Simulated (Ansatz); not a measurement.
Input:

CuC6:
```xyz
7
Lattice="0.0000 3.7301 -2.1570 0.0000 3.7301 2.1570 4.0664 0.0000 0.0000" Properties=species:S:1:pos:R:3 pbc="T T T"
C      0.0000     3.7301     2.0057
C      0.0000     2.4676     1.2676
C      0.0000     2.4901    -0.1635
C      0.0000     4.9927     1.2676
C      0.0000     4.9702    -0.1635
C      0.0000     3.7301    -0.8576
Cu     2.0332     3.7301     1.7526
```

This is the r²SCAN-relaxed structure.

### Question
All from plane-wave PAW r²SCAN (Ansatz code), unless another level is named. Predict the electronic character.

### Answer
metallic (no gap).

### Question
Next, the density of states at the Fermi level?

### Answer
0.21 states/eV per atom (mean over ±0.08 eV).

### Question
And the formation energy from the elements (no fitted shifts)?

### Answer
0.41 eV/atom.

Space group Amm2. The start of the workflow was typed in or built on a structure type; neither database checked (COD, Materials Project) lists it. Its standing as an ambient phase is unchecked. The r²SCAN relaxation kept the symmetry of its start; whether a distortion lowers the energy is not shown. No spin polarisation was allowed. The volume moved by 16 % from the start of the relaxation. Its formation energy is positive at this level, so the cell may be metastable or incomplete. The references are the lowest solids computed at this level, not always the standard phases.

Potentials: the earlier of the program's two PAW sets.
